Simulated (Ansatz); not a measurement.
# 5 guesses for Y3NbO2 and where they end

Level of theory: DFT PBE, scalar-relativistic, plane waves, PAW in Ansatz 0.2.0. All cells share a 420 eV cutoff and Γ-centred k meshes spaced at most about 0.3 Å⁻¹ (about 0.25 or finer for metals, 2π included). No spin polarisation in the final relaxations.

Each guess was relaxed in cell and atoms at zero pressure, within the symmetry of its start. All energies are static (0 K, no zero-point motion). Coordination counts O atoms around Nb and Y (those within 1.25 times the shortest such distance or 1.15 times the sum of covalent radii, 1.27 where that leaves under three; a plus sign parts nearer from farther groups; the shortest distance is added where it exceeds 1.18 times the sum of covalent radii; a slash parts the counts of unlike sites).

```
guess      made from  start group  V start (Å³/atom)  end group  V end (Å³/atom)   coordination at the end  gap on mesh (eV)  E over the lowest end (meV/atom)
    1  LaGe2Ir3 type       P6/mmm               17.0     P6/mmm             18.3      Y 4, Nb 6 from 3.8 Å                 0                                86
    2  Zr2CuSb3 type        P-4m2               17.2      P-4m2             19.5                 Y 4, Nb 4                 0                               738
    3    random cell        P-3m1               19.6      P-3m1             20.4               Y 2/3, Nb 2                 0                                 0
    4    random cell       P4/mmm               17.0          ?                ?                         ?                 ?                                 ?
    5  Mg3HgAu2 type       P4/mmm               16.5     P4/mmm             16.9  Y 4/8, Nb 2+8 from 4.2 Å                 0                               241
```

Guess 4 as it starts:

```yaml
crystal:
  lattice:
    - [5.46229, 0.00000, 0.00000]
    - [0.00000, 5.46229, 0.00000]
    - [0.00000, 0.00000, 3.42347]
  atoms:
    - { symbol: Y, position: [0.00000, 0.50000, 0.50000] }
    - { symbol: Y, position: [0.50000, 0.00000, 0.50000] }
    - { symbol: Y, position: [0.00000, 0.00000, 0.50000] }
    - { symbol: Nb, position: [0.50000, 0.50000, 0.00000] }
    - { symbol: O, position: [0.50000, 0.50000, 0.50000] }
    - { symbol: O, position: [0.00000, 0.00000, 0.00000] }
```

Question: Fill in the missing row: what does this guess relax into, and where does it rank?

Answer: It ends in space group P4/mmm (No. 123), with a = 6.073 Å, c = 4.032 Å, 24.8 Å³/atom and no gap. It lies 1.07 eV/atom over the lowest end, above guess 2 and so the highest of the set. Counting O atoms around Nb and Y, this end has Y 2/2+4 from 3.0 Å, Nb 2 and the lowest (guess 3) has Y 2/3, Nb 2.

```yaml
crystal:
  lattice:
    - [6.07277, 0.00000, 0.00000]
    - [0.00000, 6.07277, 0.00000]
    - [0.00000, 0.00000, 4.03195]
  atoms:
    - { symbol: Y, position: [0.00000, 0.50000, 0.50000] }
    - { symbol: Y, position: [0.50000, 0.00000, 0.50000] }
    - { symbol: Y, position: [0.00000, 0.00000, 0.50000] }
    - { symbol: Nb, position: [0.50000, 0.50000, 0.00000] }
    - { symbol: O, position: [0.50000, 0.50000, 0.50000] }
    - { symbol: O, position: [0.00000, 0.00000, 0.00000] }
```

Formation energies are uncorrected and refer to the elements' standard structures at the same level (O₂ as a molecule).

Question: Is the lowest end bound against the elements?

Answer: Yes: its formation energy is −1.51 eV/atom. Whether it is stable depends on the other phases of the system, which aren't compared here.

A magnetic state wasn't ruled out in cells without spin, among them P-3m1, P6/mmm, P4/mmm at 16.9 Å³/atom, P-4m2, P4/mmm at 24.8 Å³/atom. Cells relaxed within their symmetry can be saddle points. A lower structure may well exist outside this small set. Some structure types and database cells were kept out of the candidates from the start, so a known form may be missing.
